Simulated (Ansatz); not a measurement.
Relaxed-ion elastic tensor of KTaO3 (cubic perovskite, Pm-3m) in GPa (Voigt order), plane-wave PAW PBEsol (Ansatz code); density 7.03 g/cm³, 12.66 Å³ per atom.

```
 453  77.7  77.7   0.0   0.0   0.0
77.7   453  77.7   0.0   0.0   0.0
77.7  77.7   453   0.0   0.0   0.0
 0.0   0.0   0.0  99.6   0.0   0.0
 0.0   0.0   0.0   0.0  99.6   0.0
 0.0   0.0   0.0   0.0   0.0  99.6
```

Task: Is the crystal mechanically stable?

Result: Yes: the smallest eigenvalue of C is 99.6 GPa.

Task: Work out the Voigt, Reuss and Hill averages.

Result: K_V = 203, K_R = 203, K_H = 203; G_V = 135, G_R = 123, G_H = 129 GPa.

Task: Give Young's modulus, Poisson's ratio, Pugh's ratio and the universal anisotropy index.

Result: E = 9KG/(3K + G) = 319 GPa; ν = 0.24; K/G = 1.58 (brittle by the Pugh limit of 1.75); A_U = 5G_V/G_R + K_V/K_R − 6 = 0.50.

Task: Estimate the sound speeds and the Debye temperature.

Result: v_l = √((K + 4G/3)/ρ) = 7300 m/s, v_t = √(G/ρ) = 4280 m/s, mean 4740 m/s; Θ = (h/k)(3n/4πV)^(1/3) v_m = 606 K.

Task: Give the Zener ratio and Young's modulus along [100], [110] and [111].

Result: A = 2C44/(C11 − C12) = 0.53; 1/E = S11 − 2(S11 − S12 − S44/2)Γ with Γ = 0, 1/4, 1/3 gives 430, 286, 257 GPa.

The cell was relaxed with PBEsol under the symmetry of its start. No spin polarisation was allowed. Spin–orbit coupling is left out wherever it is not named.

Potentials: the later of the program's two PAW sets.
